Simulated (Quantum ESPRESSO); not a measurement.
W2Mo2S6PCl, a curve over one atom's position

A calculation, not a measurement. The program is pw.x of Quantum ESPRESSO 7.5 (plane-wave density functional theory). The cell is made up: 12 atoms on a layered 2H lattice, with randomly drawn elements, strain and displacements, not relaxed. PseudoDojo standard norm-conserving files (v0.5 for PBE, v0.4.1 for LDA and PBEsol) set the functional; there is no spin polarisation, spin-orbit coupling or dispersion term, and the masses in the input are unused placeholders.

Seven runs move atom 9 (S, counted in the order of the input) along x and keep all else fixed.

Input of the run at +0.0212:

```
&control calculation='scf', pseudo_dir='./dojo.nc.sr.pbe.v0_5.standard.upf', outdir='./o', disk_io='medium', tprnfor=.true., tstress=.true. /
&system ibrav=0, nat=12, ntyp=5, nbnd=58, ecutwfc=79.96652505, nosym=.true., tot_charge=0,
 occupations='smearing', smearing='fd', degauss=0.0018374661
/
&electrons conv_thr=7.350e-09, electron_maxstep=60, /
ATOMIC_SPECIES
Cl 1.0 Cl.upf
Mo 1.0 Mo.upf
P 1.0 P.upf
S 1.0 S.upf
W 1.0 W.upf
CELL_PARAMETERS angstrom
3.1747 0.0 0.0
0.0 5.4988 0.0
0.0 0.0 12.5791
ATOMIC_POSITIONS angstrom
W 0.0302 1.8757 3.0545
Mo 1.6432 0.7582 9.3792
Mo 1.5559 4.6945 3.2547
W 0.0285 3.5688 9.4373
S 0.1112 1.857 7.8053
S -0.0229 1.8452 10.9882
P 1.5687 0.8864 1.5775
S 1.6689 0.86 4.6631
S 1.6293 4.6091 7.8961
S 1.5651 4.5235 11.0417
Cl 0.0416 3.6409 1.6583
S 0.0959 3.6524 4.7705
K_POINTS automatic
7 4 2 1 1 1
```

```
shift of atom 9 along x (Å)  free energy less that of the input shown (eV)  Fx on atom 9 (eV/Å)  Fy on atom 9 (eV/Å)  Fz on atom 9 (eV/Å)  pressure (GPa)  next band up at Gamma (eV)  iterations
                    -0.1210                                         0.0912                1.284               -2.114               -1.529            5.61                       0.676          18
                    -0.0692                                         0.0368                0.816               -2.206               -1.448            5.54                       0.676          18
                    -0.0510                                         0.0234                0.651               -2.228               -1.429            5.52                       0.676          18
                    +0.0212                                         0.0000               -0.002               -2.255               -1.410            5.50                       0.676          18
                    +0.0698                                         0.0108               -0.443               -2.221               -1.444            5.52                       0.675          18
                    +0.0807                                         0.0162               -0.542               -2.208               -1.457            5.53                       0.675          18
                    +0.0929                                         0.0235               -0.652               -2.191               -1.474            5.55                       0.675          18
```

A cubic fit gives dFx/dx = -9.06 eV/Å² at zero shift. Across the table the free energy follows the integral of the force to within 0.1 meV. A rerun of one of the cells at a cutoff of 1377 eV and k mesh 9 x 6 x 4 moved values by no more than 0.004 eV in energy, 0.03 GPa in stress and 0.010 eV/Å in force. The band column is the level of band 53 at Gamma less that of band 52, whose number is half the electron count, rounded up; it comes from a band step after each run.